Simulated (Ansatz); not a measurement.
Si:
```yaml
crystal:
  lattice:
    - [0.00000, 7.31189, 7.31189]
    - [7.31189, 0.00000, 7.31189]
    - [7.31189, 7.31189, 0.00000]
  atoms:
    - { symbol: Si, position: [0.50000, 0.50000, 0.50000] }
    - { symbol: Si, position: [0.75000, 0.75000, 0.75000] }
    - { symbol: Si, position: [0.39136, 0.39136, 0.39136] }
    - { symbol: Si, position: [0.42408, 0.85864, 0.85864] }
    - { symbol: Si, position: [0.39136, 0.39136, 0.82592] }
    - { symbol: Si, position: [0.85864, 0.42408, 0.85864] }
    - { symbol: Si, position: [0.82592, 0.39136, 0.39136] }
    - { symbol: Si, position: [0.85864, 0.85864, 0.85864] }
    - { symbol: Si, position: [0.39136, 0.82592, 0.39136] }
    - { symbol: Si, position: [0.85864, 0.85864, 0.42408] }
    - { symbol: Si, position: [0.36414, 0.75283, 0.75283] }
    - { symbol: Si, position: [0.11981, 0.49717, 0.88586] }
    - { symbol: Si, position: [0.75283, 0.36414, 0.13019] }
    - { symbol: Si, position: [0.49717, 0.11981, 0.49717] }
    - { symbol: Si, position: [0.13019, 0.75283, 0.75283] }
    - { symbol: Si, position: [0.49717, 0.88586, 0.49717] }
    - { symbol: Si, position: [0.75283, 0.13019, 0.36414] }
    - { symbol: Si, position: [0.88586, 0.49717, 0.11981] }
    - { symbol: Si, position: [0.75283, 0.36414, 0.75283] }
    - { symbol: Si, position: [0.88586, 0.11981, 0.49717] }
    - { symbol: Si, position: [0.13019, 0.75283, 0.36414] }
    - { symbol: Si, position: [0.49717, 0.49717, 0.11981] }
    - { symbol: Si, position: [0.75283, 0.13019, 0.75283] }
    - { symbol: Si, position: [0.49717, 0.49717, 0.88586] }
    - { symbol: Si, position: [0.36414, 0.75283, 0.13019] }
    - { symbol: Si, position: [0.11981, 0.88586, 0.49717] }
    - { symbol: Si, position: [0.75283, 0.75283, 0.36414] }
    - { symbol: Si, position: [0.49717, 0.88586, 0.11981] }
    - { symbol: Si, position: [0.36414, 0.13019, 0.75283] }
    - { symbol: Si, position: [0.11981, 0.49717, 0.49717] }
    - { symbol: Si, position: [0.75283, 0.75283, 0.13019] }
    - { symbol: Si, position: [0.88586, 0.49717, 0.49717] }
    - { symbol: Si, position: [0.13019, 0.36414, 0.75283] }
    - { symbol: Si, position: [0.49717, 0.11981, 0.88586] }
```

Relaxed with PBEsol. Special points in fractions of this cell's reciprocal vectors: Γ (0.000, 0.000, 0.000); X (0.500, 0.000, 0.500); U (0.625, 0.250, 0.625); K (0.375, 0.375, 0.750); L (0.500, 0.500, 0.500); W (0.500, 0.250, 0.750).

Task: List the band energies nearest the valence-band maximum at these points for PBEsol in the plane-wave PAW code Ansatz.

Result: In eV from the valence-band maximum; about four levels below and three above (degenerate sets whole), none deeper than 8.9 eV; points with the same levels are listed once.

```tsv
k	below	above
Γ	-0.64 -0.64 -0.64 0.00 0.00 0.00	1.15 1.17 1.17 1.17
X	-0.54 -0.54 -0.38 -0.38	0.44 0.44 1.03 1.03
U	-0.71 -0.59 -0.53 -0.36	0.60 0.77 0.95
L	-0.51 -0.51 -0.49 -0.49 -0.36	0.47 0.59 0.89
W	-0.72 -0.72 -0.61 -0.61	0.78 0.78 1.04 1.04
```

Space group Fd-3m. The workflow started from a Materials Project entry (that database holds measured and hypothetical structures alike). Its sites differ from those of the usual phase in this space group: another stacking or structure type. The cell was relaxed with PBEsol under the symmetry of its start; whether a distortion lowers the energy is not shown.

Potentials: the earlier of the program's two PAW sets. The files were generated under PBE; for other functionals the program regenerates the frozen cores, and for LDA and PBEsol the local potential too.
